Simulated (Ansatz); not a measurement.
BaTiNOF:
```yaml
crystal:
  lattice:
    - [3.98485, 0.00000, 0.00000]
    - [0.00000, 4.05446, 0.00000]
    - [0.00000, 0.00000, 4.15735]
  atoms:
    - { symbol: Ba, position: [0.50000, 0.50000, 0.50000] }
    - { symbol: Ti, position: [0.00000, 0.00000, 0.00000] }
    - { symbol: N, position: [0.50000, 0.00000, 0.00000] }
    - { symbol: F, position: [0.00000, 0.00000, 0.50000] }
    - { symbol: O, position: [0.00000, 0.50000, 0.00000] }
```

Relaxed with r²SCAN.

Task: Give the Bader charges and basin volumes of the independent atoms, r²SCAN in the plane-wave PAW code Ansatz.

Result: 

| atom | Bader charge (e) | Bader volume (Å³) |
|---|---|---|
| Ba1 | +1.54 | 21.2 |
| Ti2 | +2.17 | 7.5 |
| N3 | -1.56 | 14.5 |
| F4 | -0.82 | 11.0 |
| O5 | -1.33 | 13.0 |

Space group Pmmm. The start of the workflow was typed in or built on a structure type; neither database checked (COD, Materials Project) lists it. Whether it is the stable phase at ambient conditions was not checked. The r²SCAN relaxation kept the symmetry of its start; its stability against distortions is not shown here. The workflow began spin-polarised and lost its moments. Spin–orbit coupling is left out wherever it is not named.

Potentials: the earlier of the program's two PAW sets.
